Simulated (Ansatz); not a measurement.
This run works on a generated trial structure, not on a known crystal.

Input and command of a plane-wave DFT calculation in Ansatz:

```yaml
crystal:
  lattice:
    - [2.9036532085, 0.0, 0.0]
    - [-1.4518266043, 2.5146374424, 0.0]
    - [0.0, 0.0, 15.8974949292]
  atoms:
    - { symbol: B, position: [0.3333333333, 0.6666666667, 0.1567136443] }
    - { symbol: B, position: [0.6666666667, 0.3333333333, 0.6567136443] }
    - { symbol: B, position: [0.3333333333, 0.6666666667, 0.3432863557] }
    - { symbol: B, position: [0.6666666667, 0.3333333333, 0.8432863557] }
    - { symbol: Ru, position: [0.3333333333, 0.6666666667, 0.9311676731] }
    - { symbol: Ru, position: [0.6666666667, 0.3333333333, 0.4311676731] }
    - { symbol: Ru, position: [0.3333333333, 0.6666666667, 0.5688323269] }
    - { symbol: Ru, position: [0.6666666667, 0.3333333333, 0.0688323269] }
    - { symbol: Ru, position: [0.3333333333, 0.6666666667, 0.75] }
    - { symbol: Ru, position: [0.6666666667, 0.3333333333, 0.25] }
basis:
  ecutwfc: 420
kpoints:
  mp_grid: { grid: [12, 12, 2] }
hamiltonian:
  xc: pbe
scf:
  occupations: { method: gaussian, width: 0.1 }
output:
  forces: true
  stress: true
  eigenvalues: true
relax:
  adjacent_minimum: "off"
  f_tol: 0.01
  max_steps: 30
  cell: { stress_tol: 0.1, fix: [volume] }
```

```bash
ansatz run input.yaml --threads 1 --pin off --max-ram 2560MiB --backend cpu --events-out ev --progress --plain --runs-dir out
```

Processor: Intel(R) Xeon(R) Platinum 8259CL CPU @ 2.50GHz (Skylake/Cascade Lake), 1 thread, on a host shared with other jobs.

**Question.** Estimate time, memory and problem size.

**Answer.** About 88 s, peak memory 0.58 GiB. It solves 65 bands at 38 k points (after reduction by symmetry) with about 2261 plane waves, in 33 SCF iterations over 5 ionic steps.
